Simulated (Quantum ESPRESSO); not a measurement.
Band energies of SiC

```xyz
4
Lattice="3.0762 0.0000 0.0000 -1.5381 2.6640 0.0000 0.0000 0.0000 5.0482" Properties=species:S:1:pos:R:3 pbc="T T T"
C      0.0000     1.7760     4.4192
C      1.5381     0.8880     1.8951
Si     0.0000     1.7760     2.5221
Si     1.5381     0.8880     5.0462
```

norm-conserving PBEsol (Quantum ESPRESSO, 82 Ry, no spin-orbit coupling); path ΓMKΓALHA,LM,KH; energies in eV from the valence-band maximum.

| k (1/Å) | point | band 4 | band 5 | band 6 | band 7 | band 8 | band 9 | band 10 | band 11 |
|---|---|---|---|---|---|---|---|---|---|
| 0.00 | Γ | -1.33 | -1.33 | -0.11 | 0.00 | 0.00 | 4.73 | 6.14 | 6.59 |
| 0.64 |  | -5.57 | -3.36 | -2.68 | -1.23 | -0.70 | 3.73 | 5.44 | 7.22 |
| 1.18 | M | -6.32 | -5.48 | -3.35 | -3.35 | -1.20 | 2.66 | 4.13 | 6.80 |
| 1.29 |  | -6.30 | -5.46 | -3.60 | -3.35 | -1.40 | 3.00 | 4.00 | 6.79 |
| 1.86 | K | -6.28 | -6.28 | -4.09 | -4.09 | -3.87 | 2.12 | 8.06 | 8.77 |
| 1.96 |  | -6.62 | -5.89 | -4.49 | -3.75 | -3.70 | 2.22 | 7.79 | 8.47 |
| 2.70 |  | -4.33 | -3.17 | -1.97 | -0.84 | -0.77 | 5.59 | 5.62 | 6.92 |
| 3.22 | Γ | -1.33 | -1.33 | -0.11 | 0.00 | 0.00 | 4.73 | 6.14 | 6.59 |
| 3.35 |  | -1.30 | -1.30 | -0.40 | -0.04 | -0.04 | 4.77 | 6.35 | 6.60 |
| 3.84 | A | -4.47 | -0.72 | -0.72 | -0.72 | -0.72 | 5.82 | 5.82 | 7.27 |
| 4.04 |  | -4.43 | -1.26 | -1.26 | -0.88 | -0.88 | 6.00 | 6.00 | 6.95 |
| 4.73 |  | -7.11 | -2.64 | -2.64 | -2.27 | -2.27 | 3.48 | 3.48 | 5.85 |
| 5.02 | L | -8.32 | -2.47 | -2.47 | -2.35 | -2.35 | 3.17 | 3.17 | 5.16 |
| 5.36 |  | -8.07 | -4.30 | -4.30 | -1.93 | -1.93 | 4.18 | 4.18 | 6.26 |
| 5.70 | H | -7.79 | -5.71 | -5.71 | -1.75 | -1.75 | 4.99 | 4.99 | 5.90 |
| 5.98 |  | -7.43 | -4.99 | -4.99 | -1.96 | -1.96 | 4.74 | 4.74 | 6.57 |
| 6.61 |  | -4.48 | -2.58 | -2.58 | -1.65 | -1.65 | 5.50 | 5.50 | 7.13 |
| 7.07 | A | -4.47 | -0.72 | -0.72 | -0.72 | -0.72 | 5.82 | 5.82 | 7.27 |
| 7.07 | L | -8.32 | -2.47 | -2.47 | -2.35 | -2.35 | 3.17 | 3.17 | 5.16 |
| 7.69 | M | -6.32 | -5.48 | -3.35 | -3.35 | -1.20 | 2.66 | 4.13 | 6.80 |
| 7.69 | K | -6.28 | -6.28 | -4.09 | -4.09 | -3.87 | 2.12 | 8.06 | 8.77 |
| 8.31 | H | -7.79 | -5.71 | -5.71 | -1.75 | -1.75 | 4.99 | 4.99 | 5.90 |

The PBEsol gap is indirect, 2.12 eV, from Γ to K; the smallest direct gap is 3.86 eV.

Geometry relaxed with PBEsol.
